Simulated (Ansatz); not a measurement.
## Computed properties of BiSb

BiSb:
```
CELL_PARAMETERS angstrom
      2.20019     1.27028     3.74735
     -2.20019     1.27028     3.74735
      0.00000    -2.54056     3.74735
ATOMIC_POSITIONS crystal
  Sb 0.23653 0.23653 0.23653
  Bi 0.76348 0.76348 0.76348
```

Space group R3m (No. 160); conventional cell a = 4.400 Å, b = 4.400 Å, c = 11.242 Å, α = 90.00°, β = 90.00°, γ = 120.00°.

Method: DFT-LDA in the program Ansatz with PAW potentials. The cell and atoms are relaxed at this level. Other levels are named where they apply.

Cell and energy:

* **Volume per atom**: 31.42 Å³
* **Density**: 8.74 g/cm³
* **Formation energy from the elements (no fitted shifts)**: -0.003 eV/atom

Electronic structure:

- Electronic character = no gap, with almost no states at the Fermi level (zero-gap or semimetallic)
- Density of states at the Fermi level = 0.00 states/eV per atom (mean over ±0.08 eV)

Mechanics:

* **Bulk modulus (Birch–Murnaghan fit)**: 436 kbar
* **Pressure derivative B′**: 6.4

Phonons:

Highest zone-centre frequency: 116 cm^-1
Zone-centre stability: no imaginary mode at Γ

The workflow started from a Materials Project entry (that database holds measured and hypothetical structures alike); the Crystallography Open Database copy checked does not list it. Whether it is the stable phase at ambient conditions was not checked. The LDA relaxation kept the symmetry of its start. As this level gives no gap, phonon frequencies hold no LO–TO term and depend on the k-mesh and smearing (Fermi–Dirac, 0.1 eV here). The references are the lowest solids computed at this level, not always the standard phases. Spin–orbit coupling is left out wherever it is not named.

Potentials: the later of the program's two PAW sets.
